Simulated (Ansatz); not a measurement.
NbC:
```
CELL_PARAMETERS angstrom
      0.00000     2.24248     2.24248
      2.24248     0.00000     2.24248
      2.24248     2.24248     0.00000
ATOMIC_POSITIONS crystal
  Nb 0.00000 0.00000 0.00000
  C  0.50000 0.50000 0.50000
```

Relaxed with PBE. Special points in fractions of this cell's reciprocal vectors: Γ (0.000, 0.000, 0.000); X (0.500, 0.000, 0.500); U (0.625, 0.250, 0.625); K (0.375, 0.375, 0.750); L (0.500, 0.500, 0.500); W (0.500, 0.250, 0.750).

### Question
List the band energies nearest the Fermi level at these points for PBE in the plane-wave PAW code Ansatz.

### Answer
In eV from the Fermi level; about four levels below and three above (degenerate sets whole), none deeper than 8.9 eV; … stands for higher levels left out; points with the same levels are listed once.

```tsv
k	below	above
Γ	-1.26 -1.26 -1.26 -0.18 -0.18 -0.18	…
X	-4.08 -3.81 -1.28 -1.28	1.99 3.21 3.21
U	-5.08 -4.16 -3.44 -0.27	2.48 3.40 5.53
L	-7.46 -5.04 -5.04	2.13 2.13 3.55
W	-4.56 -4.32 -4.32	1.55 1.55 3.22
```

Space group Fm-3m (rock salt). The cell was relaxed with PBE under the symmetry of its start. No spin polarisation was allowed. Scalar-relativistic: spin–orbit coupling is off unless named, which matters more the heavier the elements.

Potentials: the later of the program's two PAW sets.
